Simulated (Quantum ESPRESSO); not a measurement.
Simulation results for SiGe7 (made-up cell)

Calculation on a made-up crystal cell, not a measurement: periodic Kohn-Sham density functional theory in plane waves with PseudoDojo standard norm-conserving scalar-relativistic pseudopotentials, each functional with its own files (v0.5 for PBE, v0.4.1 for LDA and PBEsol), no spin polarisation, no spin-orbit coupling, atoms not relaxed, stress positive in tension, energies less a fixed whole-eV offset for each atom's element; levels are Kohn-Sham levels at fractions of this cell's reciprocal vectors, counted from the reference band (half the neutral cell's valence electrons, rounded up) at Gamma; error bars cover cutoff and k-mesh only, not smearing or the files; added strain carries the atoms with the cell, and shear is the tensor component; each bar is the largest change over components, and at least 0.002 eV, 0.002 eV per angstrom or 0.02 GPa; energies are for the whole cell, and the offsets were chosen from early runs and are not element reference energies. Program: Quantum ESPRESSO 7.5.

Common to all runs: lattice type zincblende/diamond; functional pbe; cutoff 1061 eV; fermi dirac smearing 0.1 eV; scf tolerance 1e-07 eV; electrons removed 0; k mesh 6 x 6 x 6, shifted by half a step.

(1) SiGe7 (made-up cell)

```xyz
8
Lattice="5.6292 -0.0162 -0.0381 -0.0162 5.6015 0.0137 -0.0381 0.0137 5.7141" Properties=species:S:1:pos:R:3 SiGe7
Ge     0.0382    -0.0014     0.0228
Ge     0.0009     2.7572     2.9227
Ge     2.8824    -0.0341     2.8485
Ge     2.8101     2.8411     0.0800
Si     1.3658     1.3753     1.4900
Ge     1.2475     4.1868     4.2934
Ge     4.2248     1.3676     4.2035
Ge     4.2705     4.1260     1.3225
```

- pressure: —
- stress xz: —
- stress yy: —
- stress zz: —

Atoms:
```
atoms element  atom site  atom energy offset (eV)
           Ge          1                    -2430
           Ge          2                    -2430
           Ge          3                    -2430
           Ge          4                    -2430
           Si          5                     -115
           Ge          6                    -2430
           Ge          7                    -2430
           Ge          8                    -2430
```

(2) SiGe7 (made-up cell)

```xyz
8
Lattice="5.6292 -0.0162 -0.0381 -0.0162 5.6015 0.0137 -0.0381 0.0137 5.7141" Properties=species:S:1:pos:R:3 SiGe7
Ge     0.0382    -0.0014     0.0228
Ge     0.0009     2.7572     2.9227
Ge     2.8824    -0.0341     2.8485
Ge     2.8101     2.8411     0.0800
Ge     1.3658     1.3753     1.4900
Si     1.2475     4.1868     4.2934
Ge     4.2248     1.3676     4.2035
Ge     4.2705     4.1260     1.3225
```

* stress zz: —
* stress yy: —
* stress yz: —
* fermi level: —

Atoms:
```
atoms element  atom site  atom energy offset (eV)
           Ge          1                    -2430
           Ge          2                    -2430
           Ge          3                    -2430
           Ge          4                    -2430
           Ge          5                    -2430
           Si          6                     -115
           Ge          7                    -2430
           Ge          8                    -2430
```

**Q.** Give the missing pressure for SiGe7 (made-up cell) (entry 1).
**A.** 3.422 GPa

**Q.** Estimate the stress xz of SiGe7 (made-up cell) (entry 1).
**A.** -1.882 GPa

**Q.** SiGe7 (made-up cell) (entry 1): stress yy?
**A.** -4.196 GPa

**Q.** Estimate the stress zz of SiGe7 (made-up cell) (entry 1).
**A.** -2.432 GPa

**Q.** SiGe7 (made-up cell) (entry 2): stress zz?
**A.** -2.399 GPa

**Q.** Estimate the stress yy of SiGe7 (made-up cell) (entry 2).
**A.** -4.205 GPa

**Q.** SiGe7 (made-up cell) (entry 2): stress yz?
**A.** -1.308 GPa

**Q.** What fermi level does the calculation give for SiGe7 (made-up cell) (entry 2)?
**A.** -0.06826 eV

**Q.** Give the table of levels values for SiGe7 (made-up cell) (entry 2).
**A.** 
Levels:
```
level k point  next band up (eV)
        Gamma            0.07207
(1/2,1/2,1/2)            -0.2176
   (0.15,0,0)             0.1882
   (0,0.15,0)             0.1792
   (0,0,0.15)             0.2887
```

Further results for SiGe7 (made-up cell) (entry 1):

* free energy less offsets: -3.404 eV
* smearing term minus ts: -0.01135 eV
* scf iterations: 9
* stress xx: -3.638 GPa
* stress yz: -1.511 GPa
* stress xy: -2.899 GPa
* fermi level: -0.06808 eV
* reference band: 51
* error bar energy: 0.003573 eV
* error bar stress: 0.02439 GPa
* error bar force: 0.004136 eV/Å
* error bar next band up: 0.002 eV
* error bar fermi level: 0.01697 eV
* error bars from: tighter rerun of this cell

Forces:
```
site  x (eV/Å)  y (eV/Å)  z (eV/Å)
   1  -0.09885    0.6035  -0.02811
   2   -0.2144   -0.1767    -1.286
   3    -1.078   -0.6365   -0.6804
   4    -1.122     -1.51    -1.269
   5    0.9805   0.06605  -0.07048
   6     1.895    0.5042    0.3194
   7   -0.6223    0.4078      1.52
   8    0.2597    0.7421     1.494
```

Levels:
```
level k point  next band up (eV)
        Gamma            0.03252
(1/2,1/2,1/2)             -0.213
   (0.15,0,0)              0.196
   (0,0.15,0)             0.1732
   (0,0,0.15)             0.3051
```

Further results for SiGe7 (made-up cell) (entry 2):

- free energy less offsets: -3.403 eV
- smearing term minus ts: -0.01161 eV
- scf iterations: 9
- pressure: 3.428 GPa
- stress xx: -3.681 GPa
- stress xz: -1.834 GPa
- stress xy: -2.82 GPa
- reference band: 51
- error bar energy: 0.003573 eV
- error bar stress: 0.02439 GPa
- error bar force: 0.004136 eV/Å
- error bar next band up: 0.002 eV
- error bar fermi level: 0.01697 eV
- error bars from: tighter rerun of a related cell

Forces:
```
site  x (eV/Å)  y (eV/Å)  z (eV/Å)
   1   -0.1016   0.01587   -0.6438
   2   -0.1957    0.4643   -0.6511
   3    -1.035    -1.076   -0.2467
   4    -1.127    -1.061     -1.74
   5     1.018   0.06322  -0.06481
   6     1.805    0.4375    0.3358
   7   -0.6214    0.4092     1.518
   8    0.2585     0.747     1.493
```
